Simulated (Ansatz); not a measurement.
## Coordination and 209Bi quadrupole coupling in Bi₈Te₉

Cell: a Materials Project structure (computed, not necessarily an observed phase), taken as it stands.

```cif
data_Bi8Te9
_symmetry_space_group_name_H-M 'R-3m:H'
_symmetry_Int_Tables_number 166
_cell_length_a 4.4829
_cell_length_b 4.4829
_cell_length_c 104.6882
_cell_angle_alpha 90.000
_cell_angle_beta 90.000
_cell_angle_gamma 120.000
loop_
_atom_site_label
_atom_site_type_symbol
_atom_site_symmetry_multiplicity
_atom_site_Wyckoff_symbol
_atom_site_fract_x
_atom_site_fract_y
_atom_site_fract_z
Bi1 Bi 6 c 0.0000 0.0000 0.8254
Bi2 Bi 6 c 0.0000 0.0000 0.1176
Bi3 Bi 6 c 0.0000 0.0000 0.6475
Bi4 Bi 6 c 0.0000 0.0000 0.5879
Te9 Te 6 c 0.0000 0.0000 0.7021
Te10 Te 6 c 0.0000 0.0000 0.5326
Te11 Te 6 c 0.0000 0.0000 0.9374
Te14 Te 6 c 0.0000 0.0000 0.7651
Te15 Te 3 a 0.0000 0.0000 0.0000
```

One atom of each set is listed; the run and its k-mesh use a cell of 17 atoms with edges of 34.99, 34.99, 34.99 Å.

The numbers come from a DFT calculation in Ansatz (r2SCAN, plane waves and PAW, scalar-relativistic, 500 eV cutoff, Γ-centred 9×9×9 k-points, Fermi–Dirac smearing 0.05 eV).

Q(209Bi) = -516.0 mb.

(1) Order the Bi environments from the weakest to the strongest quadrupole coupling.
A. Bi3: 6 Te at 3.10–3.27 Å
B. Bi2: 6 Te at 3.11–3.28 Å
C. Bi1: 3 Bi at 3.08 Å, 3 Te at 3.65 Å
D. Bi4: 6 Te at 3.10–3.30 Å

Results:

(1) D (3.70 MHz, η = 0.00), A (9.85 MHz, η = 0.00), B (28.7 MHz, η = 0.00), C (34.3 MHz, η = 0.00).

An axis of threefold or higher order runs through Bi4, Bi3, Bi2 and Bi1, so V_zz lies along it and η is zero.

With no gap above 0.1 eV, as in a metal, the gradients converge slowly in k; expect changes of a tenth or more on a denser mesh. Spin–orbit coupling is left out, which shifts gradients on Bi by a few per cent in wide-gap crystals, and can shift them far more where the calculated gap is small or absent, as here. Newer work puts Q(²⁰⁹Bi) near −420 mb, which would lower these couplings by about a fifth.
